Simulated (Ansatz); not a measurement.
## Kick test of a cell of ReS₃

The structure comes from a generated guess, relaxed at this level; another structure or a mixture of phases may lie lower.

The calculation used DFT PBE, scalar-relativistic, plane waves, PAW (Ansatz 0.2.0). Cutoff 420 eV; k points 16×16×6 on the computed 4-atom cell (Γ-centred); Gaussian smearing, width 0.10 eV; no spin polarisation.

The cell below (4 atoms, space group P4/mmm (No. 123)) is relaxed within its symmetry.

```
Re S
1.0
     2.83902    0.00000    0.00000
     0.00000    2.83902    0.00000
     0.00000    0.00000    9.50414
Re S
1 3
Cartesian
  0.0000 0.0000 0.0000
  0.0000 0.0000 4.7521
  1.4195 1.4195 1.4883
  1.4195 1.4195 8.0158
```

For the test a repeat of it with 8 atoms (edges 2.84, 2.84, 19.01 Å) was strained at random (σ = 1.5 % a component), the atoms were moved at random (σ = 0.15 Å), and all was relaxed again on a coarse 8×8×2 mesh (in the run’s order of axes) with 0.20 eV smearing, with no symmetry imposed.

No dispersion correction is applied, so the spacing and binding between layers, chains or molecules are poorly described. These runs have no spin–orbit coupling, which can matter for Re. An odd number of electrons in the primitive cell allows no gap without spin; a larger cell or a magnetic state could open one.

Task: Is the structure stable against such a distortion?

Result: It returns, within 1 meV/atom of the unmoved cell on that mesh and with the same symmetry when read at 0.1 Å (P1 at 0.01 Å, so small strains and shifts remain). No instability shows in this cell; modes of other wave vectors, which need another repeat, aren't tested. Another cell of ReS3 relaxed alike, in P6_3/mmc, lies 0.35 eV/atom lower, so this cell isn't the stable form at this level.
